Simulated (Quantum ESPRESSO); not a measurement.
## Band energies of SnS

```
CELL_PARAMETERS angstrom
      2.02564    -5.67298     0.00000
      2.02564     5.67298     0.00000
      0.00000     0.00000     4.06099
ATOMIC_POSITIONS crystal
  S  0.64756 0.35244 0.25000
  S  0.35244 0.64756 0.75000
  Sn 0.87686 0.12314 0.25000
  Sn 0.12314 0.87686 0.75000
```

PBEsol (pw.x of Quantum ESPRESSO, ONCV potentials, no spin-orbit coupling); path ΓXSRAZΓYX1A1TY,ZT; energies in eV from the valence-band maximum.

```csv
k (1/Å),point,band 16,band 17,band 18,band 19,band 20,band 21,band 22,band 23
0.00,Γ,-4.03,-3.62,-2.78,-2.24,-0.86,3.28,3.87,4.01
0.44,,-3.40,-2.58,-1.96,-0.95,-0.84,1.03,2.78,3.03
0.87,X,-2.41,-2.26,-2.25,-1.51,0.00,0.91,1.04,1.81
1.17,S,-3.16,-2.41,-2.19,-0.97,-0.21,1.13,1.21,1.26
1.39,,-3.33,-3.15,-2.40,-1.48,-1.18,1.73,1.74,2.14
1.83,,-5.27,-4.26,-4.19,-2.18,-2.12,2.12,2.63,4.45
1.94,R,-5.54,-4.39,-4.39,-2.13,-2.13,2.33,2.33,4.62
2.24,A,-5.74,-3.75,-3.75,-2.19,-2.19,2.30,2.30,4.56
2.35,,-5.74,-4.08,-4.08,-2.43,-2.43,2.69,2.69,4.62
2.78,,-4.29,-3.14,-3.14,-2.35,-2.35,2.52,2.52,3.51
3.11,Z,-4.05,-2.26,-2.26,-0.47,-0.47,0.84,0.84,1.66
3.22,,-3.66,-2.48,-2.16,-0.69,-0.57,1.06,1.09,1.58
3.66,,-3.60,-3.46,-2.65,-1.92,-0.98,3.13,3.35,3.94
3.88,Γ,-4.03,-3.62,-2.78,-2.24,-0.86,3.28,3.87,4.01
4.11,,-3.92,-3.79,-2.56,-2.40,-0.85,2.85,3.13,4.00
4.44,Y,-3.63,-2.79,-2.27,-2.25,-0.86,0.11,3.41,3.50
4.63,,-3.51,-2.69,-2.62,-1.60,-1.02,0.23,2.96,3.61
5.02,,-2.67,-2.38,-2.23,-1.70,-0.08,1.12,1.15,1.45
5.11,X1,-2.41,-2.26,-2.25,-1.51,0.00,0.91,1.04,1.81
5.40,,-3.40,-2.98,-2.83,-1.60,-1.15,0.72,2.40,2.93
5.79,,-5.48,-3.98,-3.40,-2.30,-2.08,1.87,2.76,4.55
5.89,A1,-5.74,-3.75,-3.75,-2.19,-2.19,2.30,2.30,4.56
6.18,,-4.60,-2.44,-2.44,-1.44,-1.44,1.18,1.18,4.13
6.56,T,-2.39,-2.17,-2.17,-1.25,-1.25,1.77,1.77,2.23
6.91,,-3.07,-2.57,-2.02,-1.08,-0.22,0.65,0.94,2.66
7.25,,-3.61,-2.81,-2.24,-2.09,-0.87,0.15,3.11,3.48
7.34,Y,-3.63,-2.79,-2.27,-2.25,-0.86,0.11,3.41,3.50
7.34,Z,-4.05,-2.26,-2.26,-0.47,-0.47,0.84,0.84,1.66
7.50,,-3.74,-2.29,-2.29,-0.61,-0.61,1.05,1.05,1.76
7.89,T,-2.39,-2.17,-2.17,-1.25,-1.25,1.77,1.77,2.23
```

The PBEsol gap is indirect, 0.11 eV, from X to Y; the smallest direct gap is 0.54 eV.

Spin-orbit splittings are left out.

Geometry relaxed with PBE+D3(BJ).

This is not the ordinary phase of the substance.

Letters of k points follow the standard setting of the lattice, whose axes may be ordered differently from the printed cell.
